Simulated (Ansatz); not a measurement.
## Two inputs for ZnS with Se replacing S

Cell: a supercell of ZnS (space group P6_3mc) built from an entry of the Crystallography Open Database (COD) (the entry's cell lengths or inner coordinates differ somewhat from later room-temperature determinations), with all atoms left at the host's positions.

Space group P31m (No. 157); a = 6.6026, c = 18.6900 Å, γ = 120.00°.

```csv
site,Wyckoff,site symmetry,x,y,z
Zn1,3c,..m,0.6667,0.6667,0.0000
Zn4,3c,..m,0.6667,0.6667,0.5000
Zn7,1a,3.m,0.0000,0.0000,0.1667
Zn8,2b,3..,0.3333,0.6667,0.1667
Zn10,3c,..m,0.0000,0.6667,0.6667
Zn13,3c,..m,0.0000,0.6667,0.3333
Zn16,1a,3.m,0.0000,0.0000,0.8333
Zn17,2b,3..,0.3333,0.6667,0.8333
S19,3c,..m,0.6667,0.6667,0.1250
S22,3c,..m,0.6667,0.6667,0.6250
Se,1a,3.m,0.0000,0.0000,0.2917
S26,2b,3..,0.3333,0.6667,0.2917
S28,3c,..m,0.0000,0.6667,0.7917
S31,3c,..m,0.0000,0.6667,0.4583
S34,1a,3.m,0.0000,0.0000,0.9583
S35,2b,3..,0.3333,0.6667,0.9583
```

One atom of each set is listed.

Reference run. All values are calculated (Ansatz; DFT, PBE, plane waves and PAW, scalar-relativistic, 420 eV cutoff, Γ-centred 3×3×1 k-points, Fermi–Dirac smearing 0.01 eV), not measured.

(1) The input is changed as follows: `magnetization`: not typed → {spin_polarized: true}; `scf.initial_density.chi_scale`: not typed → 0.0. What happens to V_zz (10²¹ V/m²) and η?

Results:

(1) 

```tsv
site	V_zz reference	η reference	V_zz changed	η changed
Zn1	-0.069	0.01	-0.069	0.01
Zn4	-0.073	0.53	-0.073	0.53
Zn7	-0.81	0.00	-0.81	0.00
Zn8	0.11	0.00	0.11	0.00
Zn13	-0.93	0.08	-0.93	0.08
Zn16	0.072	0.00	0.072	0.00
S19	0.14	0.80	0.14	0.80
S22	0.15	0.01	0.15	0.01
Se	0.090	0.00	0.090	0.00
S26	0.22	0.00	0.22	0.00
S28	0.027	0.01	0.027	0.01
S35	0.054	0.00	0.054	0.00
```

All printed values agree. The table leaves out 4 of the 16 sites, with |V_zz| up to 0.11; their tensors move by 0.01 at most along any direction. SCF iterations: 8 and 17. New warnings: seeded moment not kept, slots ram shed.

On the reference run: The defect repeats with the cell of 36 atoms, so it feels its images: sites between two images don't show the values beside a lone defect, and zeros or small values of η there can come from the images' arrangement. S and Zn carry a gradient in the pure host already, so the values there aren't the defect's effect alone. The neighbours have not yet relaxed around the defect (largest force 0.80 eV/Å), so a real crystal will differ.
